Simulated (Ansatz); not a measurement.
CdF2:
```
CELL_PARAMETERS angstrom
      0.00000     2.69199     2.69199
      2.69199     0.00000     2.69199
      2.69199     2.69199     0.00000
ATOMIC_POSITIONS crystal
  Cd 0.00000 0.00000 0.00000
  F  0.25000 0.25000 0.25000
  F  0.75000 0.75000 0.75000
```

Relaxed with PBEsol. Special points in fractions of this cell's reciprocal vectors: Γ (0.000, 0.000, 0.000); X (0.500, 0.000, 0.500); U (0.625, 0.250, 0.625); K (0.375, 0.375, 0.750); L (0.500, 0.500, 0.500); W (0.500, 0.250, 0.750).

**Question.** List the band energies nearest the valence-band maximum at these points for PBEsol (plane waves, PAW; program Ansatz).

**Answer.** In eV from the valence-band maximum; about four levels below and three above (degenerate sets whole), none deeper than 8.9 eV; … stands for higher levels left out; points with the same levels are listed once.

| k | below | above |
|---|---|---|
| Γ | -1.01 -1.01 -1.01 -0.49 -0.49 -0.49 | 2.94 … |
| X | -3.02 -3.02 -0.53 -0.09 -0.09 | 7.92 9.51 … |
| U | -2.34 -0.98 -0.36 -0.20 | 7.88 10.60 … |
| L | -1.89 -1.89 -0.39 -0.39 | 7.09 8.98 … |
| W | -1.56 -1.56 -0.62 0.00 | 7.99 11.30 … |

Space group Fm-3m (fluorite). Symmetry was held in the PBEsol relaxation. Scalar-relativistic: spin–orbit coupling is off unless named, which matters more the heavier the elements.

Potentials: the later of the program's two PAW sets.
